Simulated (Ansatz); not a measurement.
**CuH2: frozen-core PAW against all-electron methods**

```
Cu H
1.0
     2.55765    0.00000    0.00000
    -1.27882    2.21499    0.00000
     0.00000    0.00000    4.87251
Cu H
1 2
Direct
  0.00000 0.00000 0.00000
  0.33333 0.66667 0.19960
  0.66667 0.33333 0.80040
```

Atoms are numbered in the order listed.

The cell was built from the CdI2 type and relaxed in the same program, and has space group P-3m1; it needn't be a known or the stable phase.

Levels of theory: DFT, PBE, PAW with Ansatz's default frozen-core files, scalar-relativistic (Ansatz 0.2.0); DFT, PBE, all-electron PAW with datasets made for the crystal, scalar-relativistic (Ansatz 0.2.0); DFT, PBE, all-electron LAPW, scalar-relativistic (Ansatz 0.2.0).

For PAW: a Γ-centred 14×14×8 k mesh, Fermi–Dirac smearing of 0.05 eV, cutoff 420 eV, no spin polarisation. The crystal-made all-electron datasets (AE datasets) take a cutoff of 400 eV at this cell. LAPW targets a basis error of 1 meV/atom. The Ansatz runs share mesh, smearing and spin set-up. Plane-wave (PAW) pressures include the program's estimate of the Pulay term.

Stress and pressure are positive in compression.

In a metal, gradients converge slowly with the k mesh: the values move by tens of per cent from one mesh to another, at times in sign, so only the comparison on one mesh counts.

Levels count from the Fermi level.

```tsv
quantity	PAW	AE datasets	LAPW
pressure (GPa)	0.00	0.01	0.01
highest filled level at L (eV)	-2.895	-2.884	-2.884
lowest empty level at L (eV)	0.759	0.761	0.761
highest filled level at M (eV)	-2.895	-2.884	-2.884
lowest empty level at M (eV)	0.644	0.646	0.645
field gradient Vzz at Cu1 (10²¹ V/m²)	-1.25	-1.33	–
```

PAW's pressure differs from the LAPW value by about 0.01 GPa or less. Datasets made for the crystal and LAPW share parts of one code, so their agreement isn't an independent check.
